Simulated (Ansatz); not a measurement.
Here is the system:

NaCl:
Space group Fm-3m (No. 225); a = b = c = 5.608 Å, α = β = γ = 90.00°

```tsv
atom	site	symmetry	x	y	z
Cl	4a	m-3m	0.0000	0.0000	0.0000
Na	4b	m-3m	0.5000	0.5000	0.5000
```
(The calculation used a cell of 2 atoms; values per cell refer to that cell.)

This is the r²SCAN-relaxed structure.

All from DFT-r²SCAN in the program Ansatz with PAW potentials, unless another level is named. Give the Debye temperature from the elastic constants.

328 K.

Give the elastic constants (relaxed ions, GPa).

C11 = 59.3, C12 = 11.6, C44 = 13.7.

Symmetry was held in the r²SCAN relaxation.

Potentials: the later of the program's two PAW sets.
